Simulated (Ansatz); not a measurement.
A: Ru (hcp, Mg type), a = b = 2.692 Å, c = 4.246 Å, α = β = 90.00°, γ = 120.00°
B: SnP₃ (space group R-3m), a = 7.382 Å, b = 7.382 Å, c = 10.281 Å, α = 90.00°, β = 90.00°, γ = 120.00°
C: La₂InCu₂ (space group P4/mbm), a = b = 7.704 Å, c = 3.915 Å, α = β = γ = 90.00°
D: CrCuO2 (delafossite type, space group R-3m), a = b = 2.964 Å, c = 16.920 Å, α = β = 90.00°, γ = 120.00°

Scan: energy against volume (even scaling of the relaxed cell, symmetry kept). All come from one method, each on a k mesh of its own. All were relaxed with their symmetry unable to fall. CrCuO2 is run spin-polarised and with no Hubbard U. La2InCu2 is run without spin polarisation. Relaxed CrCuO2 ends ferromagnetic. Ru is run without spin polarisation. The magnetic order is the one the run started from; other orders were not tried. (This holds for the magnetic or f-shell members.)

### Question
Put the candidates in order of bulk modulus at fixed cell shape (fitted), highest first, for PBEsol (plane waves to 420 eV, PAW, scalar-relativistic; Ansatz, a program for electronic structure).

### Answer
A (346 GPa), D (190 GPa), C (65.5 GPa), B (54.1 GPa)

(A scan under strain: stresses follow from slopes of the energy per volume, elastic moduli from its curvatures.)
